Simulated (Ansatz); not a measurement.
The start is a generated cell, Hf placed in the fcc structure type. The structure is fully relaxed (lattice and positions, P = 0) with PBEsol (plane waves to 420 eV, PAW, scalar-relativistic; Ansatz, an electronic-structure program). The first steps use a coarse 12×12×12 k-mesh.

The start:
```
Hf
1.0
    0.00000     2.23894     2.23894
    2.23894     0.00000     2.23894
    2.23894     2.23894     0.00000
Hf
1
Direct
  0.00000   0.00000   0.00000
```

Q: What pressure does the first self-consistent step give?

A: -4.1 GPa (negative: the cell is under tension).

Q: How does the volume change?

A: -3.9 %, from 22.45 to 21.56 Å³/atom.

Q: How do the shortest distances between atoms change?

A: The closest pairs of elements (up to four, under 3.6 Å), start → end: Hf–Hf 3.17 → 3.12 Å.

Q: What band gap does the relaxed structure have at this level?

A: No gap (metallic).

Q: Write out the relaxed structure.

A: 
Space group Fm-3m (No. 225); a = 4.4184 Å, b = 4.4184 Å, c = 4.4184 Å, α = 90.00°, β = 90.00°, γ = 90.00°

| atom | site | symmetry | x | y | z |
|---|---|---|---|---|---|
| Hf | 4a | m-3m | 0.0000 | 0.0000 | 0.0000 |
(The calculation used a cell of 1 atom; values per cell refer to that cell.)

The space group stays Fm-3m (No. 225) (the run could not lower it); the end is fcc (Cu type), with 1 atom in the primitive cell. Final values are on a 18×18×18 k-mesh of the relaxed cell. No spin polarisation in the result.

The run could not lose the symmetry of its start, so the end can be a saddle point.

The relaxed structure here is a generated cell of Hf: the first start was made by placing the elements on the sites of a structure type, and the end was not matched to a known phase here, so it may be hypothetical. Known forms of Hf include space group No. 194.
